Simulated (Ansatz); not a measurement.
Se, bcc: geometry optimisation

Computed with DFT, r2SCAN, plane waves (500 eV) with PAW, scalar-relativistic (Ansatz 0.2.0). The PAW files were generated under PBE, with cores re-solved for the functional.

k-point mesh 13×13×13, Fermi-Dirac smearing 0.1 eV, no spin polarisation. Cell and atoms relax.

Starting structure:

```yaml
crystal:
  lattice:
    - [-1.76004, 1.76004, 1.76004]
    - [1.76004, -1.76004, 1.76004]
    - [1.76004, 1.76004, -1.76004]
  atoms:
    - { symbol: Se, position: [0.00000, 0.00000, 0.00000] }
```

What cell does the relaxation end in?

Im-3m with a = 3.434 Å; 20.25 Å³ per atom against 21.81 at the start (-7.1 %).

How much energy does the relaxation gain?

25.0 meV per atom.
